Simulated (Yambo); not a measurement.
A BSE run in Yambo for BaTiB₂O₆ (space group R-3, No. 148) (LDA bands; 4×4×4 mesh, 14 valence and 10 conduction bands, static screening with 78 bands and a 3 Ry block, scissor 2.38 eV, Tamm-Dancoff; field along x) gives:

| state | energy (eV) | states within 2 meV | relative strength | class |
|---|---|---|---|---|
| 1 | 3.85 | 1 | < 0.01 | dark |
| 2 | 4.12 | 1 | < 0.01 | dark |
| 3 | 4.20 | 2 | < 0.01 | weak |
| 4 | 4.26 | 2 | 0.17 | strong |
| 5 | 4.43 | 1 | < 0.01 | dark |

Axes are Cartesian, with cell vectors (Å) (2.54, 1.46, 5.61), (-2.54, 1.46, 5.61), (0.00, -2.93, 5.61).

### Question
What changes when the window shrinks to 11 valence and 6 conduction bands?

### Answer
The lowest state goes from 3.855 eV to 3.860 eV, and its distance below the direct gap from 0.972 eV to 0.967 eV. These are vertical excitations (zero momentum). The scissor comes from a G0W0 run whose convergence isn't established.

Geometry of the Materials Project entry, not relaxed at this level; primitive cell a = b = c = 6.3254 Å, α = β = γ = 47.29°.
